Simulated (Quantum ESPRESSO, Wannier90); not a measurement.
**Wannier functions of GeSe (Pnma)**

Materials Project entry mp-700; symmetrised, unrelaxed at this level. COD (Crystallography Open Database) has an entry of this formula and space group (matched by these alone). Computed values, not measurements, from LDA: Quantum ESPRESSO (norm-conserving PseudoDojo potentials, cutoff 69 Ry, no spin polarisation, no spin-orbit coupling) on a Γ-centred 4×4×4 mesh, then Wannier90. Density: 4×8×8 mesh, Gaussian smearing 0.01 Ry. The cell is built of weakly bound layers, chains or molecules, whose nearest atoms lie 3.64 Å apart. Database cells relaxed without dispersion often hold them too far apart, which can enlarge gaps and weakens couplings between them; spacing and stacking were not compared with the measured crystal. Spin-orbit coupling, left out, would split the p-like bands by a few tenths of an eV.

```
begin unit_cell_cart
ang
   11.2560300000    0.0000000000    0.0000000000
    0.0000000000    3.7871900000    0.0000000000
    0.0000000000    0.0000000000    4.6643600000
end unit_cell_cart
mp_grid = 4 4 4
```

Neighbour vectors b of the finite-difference formula (Å⁻¹), by shell:

| shell | b_x | b_y | b_z |
|---|---|---|---|
| 1 | 0.13955 | 0.00000 | 0.00000 |
| 1 | -0.13955 | 0.00000 | 0.00000 |
| 2 | 0.00000 | 0.00000 | 0.33677 |
| 2 | 0.00000 | 0.00000 | -0.33677 |
| 3 | 0.00000 | 0.41477 | 0.00000 |
| 3 | 0.00000 | -0.41477 | 0.00000 |

Q: Find the weights w_b from the completeness condition Σ_b w_b b_α b_β = δ_αβ.

A: Shell 1: Σ b_x² = 0.039, Σ b_y² = 0.000, Σ b_z² = 0.000 Å⁻²
Shell 2: Σ b_x² = 0.000, Σ b_y² = 0.000, Σ b_z² = 0.227 Å⁻²
Shell 3: Σ b_x² = 0.000, Σ b_y² = 0.344, Σ b_z² = 0.000 Å⁻²
Each of the three diagonal sums, weighted, has to give 1 and the off-diagonal ones 0, which holds for w_1 = 25.7 Å², w_2 = 4.41 Å², w_3 = 2.91 Å². Check on xx: 25.67×0.039 + 4.41×0.000 + 2.91×0.000 = 1.00.

On this mesh the 12 functions of bands 49-60 (bands 49-60; start: atomic waves Se 4p, conv_tol = 1.0e-6) end with spreads 4.5190, 4.7296, 4.4234, 4.5190, 4.7296, 4.4234, 4.5190, 4.7296, 4.4234, 4.5190, 4.7296, 4.4234 Å², Ω_I = 50.0382 Å² and Ω_D = 0.2755 Å².

Ω_total is the sum of the spreads, 54.688 Å². Ω_OD = Ω_total − Ω_I − Ω_D = 4.374 Å². Only (Ω_D + Ω_OD)/Ω_total = 8.5 % depends on the gauge, and another start could lower the total by that share at most. The rms radius is √(Ω_total/12) = 2.13 Å.
